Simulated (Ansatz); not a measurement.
**ZnIr: how the free axis answers a strain**

ZnIr, P-6m2, a = 2.758 Å, c = 4.153 Å. The structure is a Materials Project entry; whether it is the stable form wasn't checked. Ansatz: PBEsol, PAW, 420 eV, Γ-centred 18×18×10 mesh on 2 atoms, Gaussian smearing 0.10 eV; no spin polarisation. Series: biaxial strain in the a-b plane, c and atoms relaxed; x is the strain in per cent. y is the change of c in per cent of 4.153 Å.

```tsv
x (%)	y (%)
-3.0	2.59
-2.0	1.67
-1.0	0.84
0.0	0.00
1.0	?
2.0	-1.63
3.0	-2.43
```

Fit y = c1 x + c2 x² to the other rows, say what c1 measures, and predict the missing y.

Least squares on the rows shown. y = −0.8330 x + 0.008241 x². With no stress along c, c1 = −2C13/C33 = -0.833. At x = 1.0 the fit asked for gives -0.82 %. The run gave -0.83 %, so the fit is 0.01 % too high, within the rms miss on the fitted rows (0.02 %).

Spin–orbit coupling is left out, which can shift energies with elements as heavy as these.